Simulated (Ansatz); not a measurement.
## TlAgAu₂: reading a single point

```yaml
crystal:
  lattice:
    - [0.00000, 3.55753, 0.00000]
    - [3.55753, 0.00000, 0.00000]
    - [1.77876, 1.77876, -6.90633]
  atoms:
    - { symbol: Ag, position: [0.75000, 0.25000, 0.50000] }
    - { symbol: Tl, position: [0.00000, 0.00000, 0.00000] }
    - { symbol: Au, position: [0.36900, 0.36900, 0.26200] }
    - { symbol: Au, position: [0.63100, 0.63100, 0.73800] }
```

The numbers come from plane-wave PAW DFT (Ansatz): PBE, no spin polarisation, 420 eV, 10×10×10 Γ-centred k points, fermi-dirac occupations (width 0.1 eV). Nothing was relaxed.

- Charges: Bader charges in e: Tl +0.42, Ag +0.19, Au -0.30. In the mean Tl gives up most and Au takes most.
- Stress: The pressure is 16.2 GPa (compression positive), so with the atoms held at these fractions the cell would first expand; the forces are large, so a full relaxation may end otherwise. The principal stresses 13.3, 13.3, 21.9 GPa differ, so its shape would change too.
- Formation energy: 0.59 eV an atom against the elements' usual phases (free molecules for gases, crystals otherwise, with no correction for O₂ or N₂), so at this geometry it isn't bound against them. Relaxing would lower it.
- Electronic structure: It is a metal, with about 1.1 states/eV a cell as the mean within 0.25 eV of the Fermi level, mostly Au s (30 %), Tl p (21 %) and Au d (13 %).

Origin: a known structure type with other elements, at an estimated volume, so it need not be a known compound. Caveats: atoms or cell far from equilibrium.
